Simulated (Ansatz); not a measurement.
HfO2:
```
CELL_PARAMETERS angstrom
      4.83105     0.00000     0.00000
      0.00000     5.81374     0.00000
      0.00000     0.00000    15.99462
ATOMIC_POSITIONS crystal
  Hf 0.00228 0.34875 0.08417
  Hf 0.99772 0.65125 0.91583
  Hf 0.49772 0.15125 0.58417
  Hf 0.50228 0.84875 0.41583
  Hf 0.50228 0.15125 0.91583
  Hf 0.49772 0.84875 0.08417
  Hf 0.99772 0.34875 0.41583
  Hf 0.00228 0.65125 0.58417
  Hf 0.00000 0.02374 0.25000
  Hf 0.00000 0.97626 0.75000
  Hf 0.50000 0.47626 0.75000
  Hf 0.50000 0.52374 0.25000
  O  0.20549 0.62923 0.03009
  O  0.79451 0.37077 0.96991
  O  0.29451 0.87077 0.53009
  O  0.70549 0.12923 0.46991
  O  0.70549 0.87077 0.96991
  O  0.29451 0.12923 0.03009
  O  0.79451 0.62923 0.46991
  O  0.20549 0.37077 0.53009
  O  0.27871 0.18977 0.69576
  O  0.72129 0.81023 0.30424
  O  0.22129 0.31023 0.19576
  O  0.77871 0.68977 0.80424
  O  0.77871 0.31023 0.30424
  O  0.22129 0.68977 0.69576
  O  0.72129 0.18977 0.80424
  O  0.27871 0.81023 0.19576
  O  0.21325 0.07373 0.36217
  O  0.78675 0.92627 0.63783
  O  0.28675 0.42627 0.86217
  O  0.71325 0.57373 0.13783
  O  0.71325 0.42627 0.63783
  O  0.28675 0.57373 0.36217
  O  0.78675 0.07373 0.13783
  O  0.21325 0.92627 0.86217
```

Relaxed with r²SCAN. Special points in fractions of this cell's reciprocal vectors: Γ (0.000, 0.000, 0.000); X (0.500, 0.000, 0.000); S (0.500, 0.500, 0.000); Y (0.000, 0.500, 0.000); Z (0.000, 0.000, 0.500); U (0.500, 0.000, 0.500); R (0.500, 0.500, 0.500); T (0.000, 0.500, 0.500).

List the band energies nearest the valence-band maximum at these points for r²SCAN with spin–orbit coupling (plane waves, PAW; program Ansatz).

In eV from the valence-band maximum; about four levels below and three above (degenerate sets whole), none deeper than 8.9 eV; points with the same levels are listed once.

| k | below | above |
|---|---|---|
| Γ | -0.08 -0.08 0.00 0.00 | 4.89 4.89 4.95 4.95 4.95 4.95 |
| X | -0.33 -0.33 -0.33 -0.33 | 5.45 5.45 5.45 5.45 |
| S | -0.46 -0.46 -0.46 -0.46 | 5.18 5.18 5.24 5.24 5.24 5.24 5.24 5.24 |
| Y | -0.33 -0.33 -0.33 -0.33 | 5.23 5.23 5.23 5.23 |
| Z | -0.03 -0.03 -0.03 -0.03 | 4.78 4.78 4.78 4.78 |
| U | -0.36 -0.36 -0.36 -0.36 -0.35 -0.35 -0.35 -0.35 | 5.55 5.55 5.55 5.55 5.56 5.56 5.56 5.56 |
| R | -0.47 -0.47 -0.47 -0.47 -0.47 -0.47 -0.47 -0.47 | 5.23 5.23 5.23 5.23 5.23 5.23 5.23 5.23 |
| T | -0.42 -0.42 -0.42 -0.42 | 5.35 5.35 5.35 5.35 |

Space group Pbcn. The first step of the workflow began from a Materials Project structure, measured or hypothetical; the Crystallography Open Database copy checked does not list it. It is not the phase usual at ambient conditions (space group No. 14, 29). Symmetry was held in the r²SCAN relaxation; whether a distortion lowers the energy is not shown. No spin polarisation was allowed.

Potentials: the later of the program's two PAW sets.
